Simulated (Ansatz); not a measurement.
Data:

Y₅S₇:
```
Y5S7
1.0
    6.42711     1.90500     0.00000
   -6.42711     1.90500     0.00000
   -2.93364     0.00000    11.22810
Y S
5 7
Direct
  0.88831   0.11169   0.57869
  0.11169   0.88831   0.42131
  0.69967   0.30033   0.81244
  0.30033   0.69967   0.18756
  0.00000   0.00000   0.00000
  0.74069   0.25931   0.35318
  0.25931   0.74069   0.64682
  0.04185   0.95815   0.78522
  0.95815   0.04185   0.21478
  0.34118   0.65882   0.94845
  0.65882   0.34118   0.05155
  0.50000   0.50000   0.50000
```

This is the r²SCAN-relaxed structure.

Problem. All from r²SCAN (plane waves, PAW; program Ansatz), unless another level is named. Estimate the electronic character.

Solution. metallic (no gap).

Problem. Predict the formation energy from the elements (no fitted shifts).

Solution. -2.41 eV/atom.

Problem. What about the density of states at the Fermi level?

Solution. 0.12 states/eV per atom (mean over ±0.08 eV).

Space group C2/m. The workflow started from a Materials Project entry (that database holds measured and hypothetical structures alike); the Crystallography Open Database copy checked does not list it. Whether it is the stable phase at ambient conditions was not checked. The cell was relaxed with r²SCAN under the symmetry of its start; its stability against distortions is not shown here. The run is not spin-polarised. With an odd number of electrons in the cell and no spin polarisation, the count alone makes it a metal. The references are the lowest solids computed at this level, not always the standard phases. Spin–orbit coupling is left out wherever it is not named.

Potentials: the earlier of the program's two PAW sets.
